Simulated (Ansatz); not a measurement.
# Fields on a plane of RuB2 (space group Pmmn)

```yaml
crystal:
  lattice:
    - [2.83048, 0.00000, 0.00000]
    - [0.00000, 4.59779, 0.00000]
    - [0.00000, 0.00000, 4.00003]
  atoms:
    - { symbol: B, position: [0.00000, 0.80416, 0.36289] }
    - { symbol: B, position: [0.00000, 0.19584, 0.36289] }
    - { symbol: B, position: [0.50000, 0.69584, 0.63711] }
    - { symbol: B, position: [0.50000, 0.30416, 0.63711] }
    - { symbol: Ru, position: [0.00000, 0.00000, 0.84890] }
    - { symbol: Ru, position: [0.50000, 0.50000, 0.15110] }
```

The slice is a (0 -1 1) plane (indices of the conventional cell) through the point (0.500, 0.696, 0.637) (fractional), spanned by u = [100] and v = [011] in vectors of this cell: u (2.83 Å) and v (6.09 Å, at 90° to u). It covers one period; positions are fractions (u, v).

Atoms on it: B at (0.00, 0.00). Other atoms lie within 1 Å of the plane.

These are LDA (plane waves to 420 eV, PAW, scalar-relativistic; Ansatz, a quantum-chemistry and plane-wave program) values and carry that method's errors. k mesh 16×10×12. Near the nuclei the fields are pseudised (PAW); where an atom keeps semicore shells as valence, they peak there. RuB2 is run without spin polarisation. RuB2 was relaxed with its symmetry unable to fall.

```
v \ u  0.00  0.15  0.31  0.46  0.62  0.77  0.92
-----  ----  ----  ----  ----  ----  ----  ----
0.86   -0.2  -0.3  -0.6  -0.8  -0.7  -0.4  -0.2
0.71    0.1  -0.1  -0.3  -0.4  -0.4  -0.2   0.0
0.57   -0.3  -0.3  -0.3  -0.2  -0.2  -0.3  -0.3
0.43   -0.8  -0.7  -0.4  -0.2  -0.3  -0.5  -0.7
0.29   -0.5  -0.2   0.6   0.9   0.9   0.2  -0.5
0.14   -0.3  -0.3   0.0   0.3   0.2  -0.2  -0.3
0.00   -0.6  -0.2  -0.3  -0.5  -0.5  -0.2  -0.4
```

Values: log₁₀ of the valence density in e/Å³. The scale is logarithmic, as a density can span decades between atoms and voids.

```
|xxxxxxxx226677776622xxxxxx|
|xxxxxxxx336677776633xxxxxx|
|xxxxxx2266778888776622xxxx|
|00002255778888888877552200|
|00113366778899998877663311|
|00001144668888888866441100|
|00000022556677776655220000|
|00000000334444444433000000|
|00000000001100001100000000|
|000000000000xxxx0000000000|
|0000000000xxxxxxxx00000000|
|0011222211xxxxxxxx11222211|
|555555553311xxxx1133555555|
|88887777553322223355777788|
|99998877553322223355778899|
|99998855220000000022558899|
|99886611000000000000116688|
|8877220000xxxxxxxx00002277|
|77550000xxxxxxxxxxxx000055|
|66440000xxxxxxxxxxxx000044|
|66440000xxxxxxxxxxxx000044|
|66440000xxxxxxxxxxxx000044|
|5544000000xxxxxxxx00000044|
|111100000000xxxx0000000011|
|xxxxxx0000000000000000xxxx|
|xxxxxxxx223333333322xxxxxx|
|xxxxxxxx225566665522xxxxxx|
|xxxxxxxx115577775511xxxxxx|
```
Scale: ten equal steps from 7.00 (start of '0') to 15.01 (end of '9'), in the order '0123456789'. Values: electrostatic potential energy of an electron, from the cell's mean, in eV. The map has 13 points along u (two characters each, u = 0 at the left) and 28 along v (v = 0 in the bottom row). Points within 0.8 Å of a nucleus are blanked (x), as the pseudised field means little there. Values under 7 eV are set to 7. The zero, the cell's mean, hangs on the PAW cores.
